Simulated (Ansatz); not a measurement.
**FeNiPt₂ (P4/mmm): the volume from the results**

```xyz
4
Lattice="3.8579 0.0000 0.0000 0.0000 3.8579 0.0000 0.0000 0.0000 3.6396" Properties=species:S:1:pos:R:3 pbc="T T T"
Fe    0.0000    0.0000    0.0000
Ni    1.9290    1.9290    0.0000
Pt    1.9290    0.0000    1.8198
Pt    0.0000    1.9290    1.8198
```

The reference geometry is a structure from the Materials Project; nothing is relaxed.

Functional, mesh and filling: PBEsol, 8×8×8 k mesh, Fermi–Dirac smearing of 0.03 eV. PAW means Ansatz 0.2.0 on its default frozen-core files. Site moments are integrated in spheres about the atoms. Start moments (μB): Fe1 3, Ni2 1.5, Pt3 0.6, Pt4 0.6.

The cell is scaled evenly, and every run starts from the same moments. Some of the runs:

| V/V₀ | cell moment (μB) | largest site moment (μB) | F − F(V₀) (meV/atom) | pressure (GPa) |
| --- | --- | --- | --- | --- |
| 0.9 | 4.40 | 2.96 | 61 | 23.1 |
| 1.1 | 4.97 | 3.33 | 123 | -21.8 |
| 1.18 | 5.04 | 3.41 | 297 | -28.8 |

Problem. Another run of the series gave cell moment (μB) = 4.23, largest site moment (μB) = 2.82, F − F(V₀) (meV/atom) = 204, pressure (GPa) = 45.9. At which V/V₀ was it made?
A. 0.72
B. 1.05
C. 0.8
D. 0.95
E. 0.85

Solution. E. V/V₀ = 0.85.

Problem. Another run of the series gave cell moment (μB) = 4.91, largest site moment (μB) = 3.27, F − F(V₀) (meV/atom) = 45, pressure (GPa) = -15.0. At which V/V₀ was it made?
A. 0.95
B. 0.8
C. 0.85
D. 1.05
E. 0.72

Solution. D. V/V₀ = 1.05.

The whole series:

| V/V₀ | cell moment (μB) | largest site moment (μB) | F − F(V₀) (meV/atom) | pressure (GPa) |
| --- | --- | --- | --- | --- |
| 0.72 | 2.50 | 1.52 | 1173 | 144.6 |
| 0.8 | 3.85 | 2.50 | 458 | 75.5 |
| 0.85 | 4.23 | 2.82 | 204 | 45.9 |
| 0.9 | 4.40 | 2.96 | 61 | 23.1 |
| 0.95 | 4.61 | 3.09 | 0 | 6.5 |
| 1 | 4.82 | 3.20 | 0 | -5.8 |
| 1.05 | 4.91 | 3.27 | 45 | -15.0 |
| 1.1 | 4.97 | 3.33 | 123 | -21.8 |
| 1.18 | 5.04 | 3.41 | 297 | -28.8 |

The PAW files were made with PBE; the program remakes their cores once for the run's functional and then keeps them frozen. Under strong compression frozen cores are worth checking against an all-electron run. The Ansatz runs typed with the search for lower states off end where their start leads. Spin–orbit coupling is left out although heavy atoms are present. The magnetic state is the one that this cell and start allow. It needn't be the compound's measured order, which may need a larger cell or be absent.
